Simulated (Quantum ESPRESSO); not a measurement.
# Strain and stress in Si6AlN

The results below are calculated, not measured. They come from pw.x of Quantum ESPRESSO 7.5, a plane-wave density functional program, with PseudoDojo standard norm-conserving files (v0.5 for PBE, v0.4.1 for LDA and PBEsol). The cells are made up: elements, strain and atom displacements were drawn at random, and nothing was relaxed. There is no spin polarisation, spin-orbit coupling or dispersion term.

The cell has 8 sites of a zincblende or diamond lattice. Sites 1 to 4 hold Si Al Si N; sites 5 to 8 hold Si Si Si Si. Cell vectors in Å: (5.363, 0.029, 0.039); (0.029, 5.482, 0.014); (0.039, 0.014, 5.338). Settings: PBE, cutoff 1143 eV, 6 x 6 x 6 k mesh shifted by half a step, Fermi-Dirac smearing of 0.1 eV.

Each run adds the same linear strain along x, y and z to one cell, with the atoms carried along; the vectors above are those of run 4. Stress is positive in tension and P is minus a third of its trace. E is the free energy for each atom above the lowest run shown.

```
run  strain (%)  s_xx (GPa)  s_yy (GPa)  s_zz (GPa)  s_xy (GPa)  P (GPa)  E (meV/atom)
  1       -2.37       -5.92       -3.58       -5.05        3.99     4.85         13.35
  3       -1.09       -2.10        0.01       -1.39        3.41     1.16          0.00
  4        0.10        0.91        2.83        1.49        2.92    -1.75          1.39
  5        0.68        2.21        4.04        2.73        2.71    -2.99          6.52
  6        1.64        4.13        5.85        4.57        2.38    -4.85         20.76
  7        2.28        5.27        6.91        5.66        2.17    -5.95         33.89
  2       -1.32           ?           ?           ?           ?        ?             ?
```

A rerun of one of these cells at 1437 eV and k mesh 8 x 8 x 8 moved values by no more than 0.004 eV in the cell's energy, 0.03 GPa in stress and 0.017 eV/Å in force.

## Worked fit

A parabola through the six runs shown gives P = -1.52 - 2.30 e + 0.160 e² GPa, with e in per cent and a scatter of 0.03 GPa. A linear strain of 1 % changes the volume by about 3 %, so the bulk modulus of this cell with clamped atoms is about 77 ± 1 GPa at e = 0. The error is the larger of the fit's own and the change that a cubic makes, rounded up.

## Withheld run

Question: what P should run 2 give?

The fit gives 1.79 GPa. The calculation gave 1.78 GPa.

| run | strain (%) | s_xx (GPa) | s_yy (GPa) | s_zz (GPa) | s_xy (GPa) | P (GPa) | E (meV/atom) |
| --- | --- | --- | --- | --- | --- | --- | --- |
| 2 | -1.32 | -2.74 | -0.59 | -2.00 | 3.50 | 1.78 | 1.18 |